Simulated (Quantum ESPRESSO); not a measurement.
```
CELL_PARAMETERS angstrom
      0.00000     2.94295     2.94295
      2.94295     0.00000     2.94295
      2.94295     2.94295     0.00000
ATOMIC_POSITIONS crystal
  S  0.75000 0.75000 0.75000
  Cd 0.00000 0.00000 0.00000
```

The geometry is that of Materials Project entry mp-2469, symmetrised and not relaxed again.

What does PBE (Quantum ESPRESSO, PseudoDojo norm-conserving, 102 Ry, without SOC) give for the electronic structure near the Fermi level?

The PBE gap is direct, 1.09 eV at Γ. Spin-orbit splittings are left out.
